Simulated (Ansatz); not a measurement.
BeS in space group P6_422 (No. 181; Be on 3c, S on 3d) at seven volumes, plane-wave PAW PBEsol (Ansatz code), shape and atoms relaxed at each. One row is withheld.

```
V (Å³/atom)  P (GPa)
-----------  -------
11.926         11.85
12.319          7.31
12.712             ?
13.105          0.00
13.498         -2.94
13.891         -5.48
14.285         -7.68
```

Fit the shown pressures and predict the withheld one.

P = (3/2)B₀(x^(7/2) − x^(5/2))[1 + (3/4)(B′ − 4)(x − 1)] with x = (V₀/V)^(2/3). Least squares on the six rows gives V₀ = 13.105 Å³/atom, B₀ = 105 GPa, B′ = 3.82. At V = 12.712, x = 1.0205 and P = 3.39 GPa. The run itself gave 3.39 GPa.

The start of the workflow was typed in or built on a structure type; neither database checked (COD, Materials Project) lists it. COD files the formula under space group No. 216, so this cell is another polymorph or a model. Its standing as an ambient phase is unchecked. The cell was relaxed with PBEsol under the symmetry of its start; phonons on a q-mesh show no instability.

Potentials: the later of the program's two PAW sets.
